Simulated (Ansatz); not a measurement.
# Computed properties of Si₃N₄

Si$_{3}$N$_{4}$:
```xyz
14
Lattice="7.6245 0.0000 0.0000 -3.8123 6.6030 0.0000 0.0000 0.0000 2.9104" Properties=species:S:1:pos:R:3 pbc="T T T"
Si    -1.3769     5.4546     2.1828
Si     5.1891     1.1485     0.7276
Si     2.2123     1.5349     0.7276
Si     1.6000     5.0682     2.1828
Si    -0.2231     2.6833     2.1828
Si     4.0353     3.9197     0.7276
N      0.0000     4.4020     2.1828
N      3.8123     2.2010     0.7276
N      4.8445     4.4240     2.1828
N     -1.0323     2.1790     0.7276
N     -1.4091     6.4075     0.7276
N      5.2213     0.1955     2.1828
N      1.3709     1.9835     2.1828
N      2.4413     4.6195     0.7276
```

Space group P6_3/m (No. 176); conventional cell a = 7.625 Å, b = 7.625 Å, c = 2.910 Å, α = 90.00°, β = 90.00°, γ = 120.00°.

Method: PBEsol in the plane-wave PAW code Ansatz. The cell and atoms are relaxed at this level. Other levels are named where they apply.

### Cell and energy

- Volume per atom = 10.47 Å³
- Density = 3.18 g/cm³
- Formation energy from the elements (no fitted shifts) = -1.21 eV/atom

### Electronic structure

- Band gap: 4.19 eV (indirect)
- Valence-band maximum: on the Γ–A line, 33 % of the way from Γ
- Conduction-band minimum: at Γ
- Smallest direct gap on the standard path: 4.39 eV
- Electron effective mass: 0.22, 1.4, 1.4 mₑ (principal values)
- Hole effective mass: 0.82, 0.82, 1.8 mₑ (principal values)
- HSE06 gap on the PBEsol cell: 5.76 eV

### Mechanics

- Bulk modulus (Birch–Murnaghan fit): 242 GPa
- Pressure derivative B′: 3.7
- Elastic constants (relaxed ions, GPa): C11 = 408, C12 = 191, C13 = 114, C33 = 532, C44 = 96.6
- Mechanical stability: stable (all eigenvalues of C positive)
- Hill bulk and shear moduli: 242 and 118 GPa
- Young's modulus: 304 GPa
- Poisson's ratio: 0.29
- Debye temperature from the elastic constants: 924 K

### Dielectric response

Electronic dielectric constant ε∞ (DFPT): 4.29 (xx = yy), 4.37 (zz)
Static dielectric constant ε0 (ions relaxed, cell fixed): 8.29 (xx = yy), 8.25 (zz)
Born charges (a third of the trace): Si +3.38, N -2.55 to -2.53 e

### Phonons

- Highest zone-centre frequency (without LO–TO term) = 1041 cm⁻¹
- Zone-centre stability = no imaginary mode at Γ
- Dynamical stability on the path = stable (no imaginary branch)
- Zero-point energy = 112.6 meV/atom
- Vibrational entropy at 300 K = 9.3 J/(K·mol of atoms)

The PBEsol relaxation kept the symmetry of its start. The references are the lowest solids computed at this level, not always the standard phases (solids in place of the gases).

Potentials: the earlier of the program's two PAW sets. The files were generated under PBE; for other functionals the program regenerates the frozen cores, and for LDA and PBEsol the local potential too.
